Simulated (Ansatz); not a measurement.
Relaxed Ca (fcc, Cu type):

```yaml
crystal:
  lattice:
    - [0.00000, 5.52650, 5.52650]
    - [2.76325, 0.00000, 2.76325]
    - [2.76325, 2.76325, 0.00000]
  atoms:
    - { symbol: Ca, position: [0.00000, 0.00000, 0.00000] }
    - { symbol: Ca, position: [0.50000, 0.00000, 0.00000] }
```

A phonon eigenvector at L = (0.5, 0.0, 0.0) is frozen into this cell: atom i moves by Q times the vector below, so Q is the largest atomic displacement, in Å. The cell is held. It is one choice among 2 degenerate patterns. (q is in reciprocal vectors of the primitive cell; the cell shown is doubled to hold the pattern.)

| atom | x | y | z |
|---|---|---|---|
| Ca1 | -0.285 | 0.520 | -0.805 |
| Ca2 | 0.285 | -0.520 | 0.805 |

Calculation: PBE (plane waves to 420 eV, PAW, scalar-relativistic; Ansatz, a program for electronic structure). k mesh 15×15×15 (Γ-centred), Fermi-Dirac smearing 0.05 eV. With partly filled bands, energies and forces of such displacements shift with the k mesh and the smearing. Ca was relaxed with its symmetry unable to fall. 

```
Q (Å)   −dE/dQ from forces (eV/Å)
------  -------------------------
-0.280                      0.415
-0.233                      0.363
-0.187                      0.303
-0.140                      0.234
-0.093                      0.160
-0.047                      0.081
0.000                       0.000
0.047                      -0.081
0.093                      -0.160
0.140                      -0.234
0.187                      -0.303
0.233                      -0.363
0.280                      -0.415
```

Task: What harmonic wavenumber does the curvature at Q = 0 give?

Result: 77 cm⁻¹. E″ = 1.74 eV/Å², M = Σ mᵢ|uᵢ|² = 80.2 u, ν̃ = 521.5·√(|E″|/M).

(For displaced atoms, the force is minus the slope of the energy, and its curvature is a force constant, which sets phonon frequencies.)
